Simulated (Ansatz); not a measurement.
Input, command and steps of an Ansatz relaxation.

```yaml
crystal:
  lattice:
    - [5.7315034, 0.0, 0.0]
    - [0.0, 3.34277818, 0.0]
    - [0.0, 0.0, 6.36869092]
  atoms:
    - { symbol: As, position: [0.69622015, 0.25, 0.06990481] }
    - { symbol: As, position: [0.30377985, 0.75, 0.93009519] }
    - { symbol: As, position: [0.19622015, 0.25, 0.43009519] }
    - { symbol: As, position: [0.80377985, 0.75, 0.56990481] }
    - { symbol: Ru, position: [0.49457089, 0.25, 0.70446356], spin: -0.27 }
    - { symbol: Ru, position: [0.50542911, 0.75, 0.29553644], spin: -0.27 }
    - { symbol: Ru, position: [0.99457089, 0.25, 0.79553644], spin: -0.27 }
    - { symbol: Ru, position: [0.00542911, 0.75, 0.20446356], spin: -0.27 }
basis:
  ecutwfc: 500
kpoints:
  mp_grid: { grid: [6, 10, 6] }
hamiltonian:
  xc: r2scan
scf:
  occupations: { method: gaussian, width: 0.1 }
output:
  forces: true
  stress: true
  eigenvalues: true
  populations: true
magnetization:
  spin_polarized: true
relax:
  adjacent_minimum: "off"
  f_tol: 0.005
  max_steps: 80
  cell: { stress_tol: 0.05 }
```

```bash
ansatz run input.yaml --threads 2 --pin off --max-ram 5120MiB --backend cpu --events-out ev --progress --plain --runs-dir out
```

Method: DFT r2SCAN, scalar-relativistic, plane waves, PAW in Ansatz 0.2.0.

Of 6 frames 5 are shown, positions in Å and forces in eV/Å; the SCF threshold varies from step to step. Steps run on the plane waves of an earlier cell, with a Pulay correction in the pressure. The basis is chosen afresh for the last frame, the zero of the energies, and at times for earlier ones too; energy and pressure step there, also at an unchanged geometry.

```xyz
8
Lattice="5.7315 0.0000 0.0000 0.0000 3.3428 0.0000 0.0000 0.0000 6.3687" Properties=species:S:1:pos:R:3:forces:R:3 pbc="T T T" step=1 free_energy_over_end_meV_per_atom=0.06 pressure_GPa=-0.37
As    3.9904    0.8357    0.4452    0.0200    0.0000   -0.0181
As    1.7411    2.5071    5.9235   -0.0200    0.0000    0.0181
As    1.1246    0.8357    2.7391    0.0200    0.0000    0.0181
As    4.6069    2.5071    3.6295   -0.0200    0.0000   -0.0181
Ru    2.8346    0.8357    4.4865    0.0003    0.0000    0.0006
Ru    2.8969    2.5071    1.8822   -0.0003    0.0000   -0.0006
Ru    5.7004    0.8357    5.0665    0.0003    0.0000   -0.0006
Ru    0.0311    2.5071    1.3022   -0.0003    0.0000    0.0006
8
Lattice="5.7346 0.0000 0.0000 0.0000 3.3392 0.0000 0.0000 0.0000 6.3552" Properties=species:S:1:pos:R:3:forces:R:3 pbc="T T T" step=2 free_energy_over_end_meV_per_atom=0.00 pressure_GPa=0.18
As    3.9941    0.8348    0.4432   -0.0087    0.0000   -0.0078
As    1.7405    2.5044    5.9120    0.0087    0.0000    0.0078
As    1.1268    0.8348    2.7344   -0.0087    0.0000    0.0078
As    4.6078    2.5044    3.6208    0.0087    0.0000   -0.0078
Ru    2.8369    0.8348    4.4771    0.0093    0.0000   -0.0012
Ru    2.8978    2.5044    1.8781   -0.0093    0.0000    0.0012
Ru    5.7042    0.8348    5.0557    0.0093    0.0000    0.0012
Ru    0.0305    2.5044    1.2995   -0.0093    0.0000   -0.0012
8
Lattice="5.7316 0.0000 0.0000 0.0000 3.3411 0.0000 0.0000 0.0000 6.3595" Properties=species:S:1:pos:R:3:forces:R:3 pbc="T T T" step=3 free_energy_over_end_meV_per_atom=-0.01 pressure_GPa=0.03
As    3.9913    0.8353    0.4434    0.0011    0.0000   -0.0054
As    1.7403    2.5058    5.9160   -0.0011    0.0000    0.0054
As    1.1255    0.8353    2.7363    0.0011    0.0000    0.0054
As    4.6061    2.5058    3.6232   -0.0011    0.0000   -0.0054
Ru    2.8356    0.8353    4.4802    0.0065    0.0000   -0.0009
Ru    2.8961    2.5058    1.8793   -0.0065    0.0000    0.0009
Ru    5.7014    0.8353    5.0590    0.0065    0.0000    0.0009
Ru    0.0302    2.5058    1.3005   -0.0065    0.0000   -0.0009
8
Lattice="5.7327 0.0000 0.0000 0.0000 3.3418 0.0000 0.0000 0.0000 6.3576" Properties=species:S:1:pos:R:3:forces:R:3 pbc="T T T" step=4 free_energy_over_end_meV_per_atom=-0.01 pressure_GPa=-0.03
As    3.9920    0.8354    0.4424   -0.0013    0.0000    0.0010
As    1.7406    2.5063    5.9152    0.0013    0.0000   -0.0010
As    1.1257    0.8354    2.7364   -0.0013    0.0000   -0.0010
As    4.6070    2.5063    3.6212    0.0013    0.0000    0.0010
Ru    2.8392    0.8354    4.4793   -0.0032    0.0000   -0.0041
Ru    2.8935    2.5063    1.8783    0.0032    0.0000    0.0041
Ru    5.7055    0.8354    5.0571   -0.0032    0.0000    0.0041
Ru    0.0271    2.5063    1.3005    0.0032    0.0000   -0.0041
8
Lattice="5.7317 0.0000 0.0000 0.0000 3.3419 0.0000 0.0000 0.0000 6.3576" Properties=species:S:1:pos:R:3:forces:R:3 pbc="T T T" step=6 free_energy_over_end_meV_per_atom=0.00 pressure_GPa=0.00
As    3.9911    0.8355    0.4427    0.0008    0.0000    0.0000
As    1.7406    2.5064    5.9149   -0.0008    0.0000    0.0000
As    1.1253    0.8355    2.7361    0.0008    0.0000    0.0000
As    4.6064    2.5064    3.6216   -0.0008    0.0000    0.0000
Ru    2.8379    0.8355    4.4789   -0.0001    0.0000    0.0004
Ru    2.8937    2.5064    1.8787    0.0001    0.0000   -0.0004
Ru    5.7038    0.8355    5.0575   -0.0001    0.0000   -0.0004
Ru    0.0279    2.5064    1.3001    0.0001    0.0000    0.0004
```

Time: 12 min on 2 threads of Oxide Virtual Turin-like Processor (Zen 5) (shared host), peak memory 1.8 GiB.

The state reached may not be the lowest one. The program reads another magnetic order as possibly lower.